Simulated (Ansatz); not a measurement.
V (bcc (W type), Im-3m) under volume change, PBE (plane waves, PAW; program Ansatz), scaled uniformly.

| V (Å³/atom) | E − E(relaxed) (meV/atom) | P (GPa) |
|---|---|---|
| 12.244 | 71.9 | 20.54 |
| 12.647 | ? | ? |
| 13.051 | 7.2 | 5.86 |
| 13.455 | 0.0 | -0.01 |
| 13.858 | 6.6 | -5.09 |
| 14.262 | 25.1 | -9.48 |
| 14.666 | ? | ? |

Question: What belongs in the gaps?

Answer: 
- 12.647, E − E(relaxed) (meV/atom): 30.3
- 12.647, P (GPa): 12.66
- 14.666, E − E(relaxed) (meV/atom): 53.9
- 14.666, P (GPa): -13.29

Question: What does a third-order Birch–Murnaghan fit give for V₀, B₀ and B′?

Answer: V₀ = 13.45 Å³/atom, B₀ = 182 GPa, B′ = 3.8.

The PBE relaxation kept the symmetry of its start. The workflow began spin-polarised and lost its moments.

Potentials: the earlier of the program's two PAW sets.
